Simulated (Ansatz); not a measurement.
## Calculated field gradients at the nuclei for Ti at a changed volume

The cell is a structure deposited in the COD, relaxed with PBE at fixed cell and then changed (volume scaled by 1.04, ions relaxed).

```
Ti
1.0
     2.98882    0.00000    0.00000
    -1.49441    2.58839    0.00000
     0.00000    0.00000    4.74766
Ti
2
Direct
  0.33333 0.66667 0.25000
  0.66667 0.33333 0.75000
```

Atoms are numbered from 1 in the order listed; like atoms form one site, named after its first atom.

Method: Kohn–Sham DFT in Ansatz, PBE, plane waves and PAW, scalar-relativistic, 420 eV cutoff, Γ-centred 18×18×10 k-points, Fermi–Dirac smearing 0.05 eV.

C_Q = eQV_zz/h, which is 24.18 MHz for Q = 1 b and V_zz = 10²¹ V/m²; η = (V_xx − V_yy)/V_zz. Directions are in the Cartesian axes of the cell vectors above, for the atom listed; none is given where the gradient is under 0.02 or η is above 0.95.

```json
{"site": "Ti", "first atom": "1", "first shell": "12 Ti at 2.93–2.99 Å", "V_zz (10²¹ V/m²)": "1.69", "η": "0.00", "direction of V_zz (x, y, z)": "0.00 0.00 1.00"}
```

An axis of threefold or higher order runs through Ti, so V_zz lies along it and η is zero.

With no gap above 0.1 eV, as in a metal, the gradients converge slowly in k; expect changes of a tenth or more on a denser mesh. At this changed cell the PBE pressure is -6 GPa.
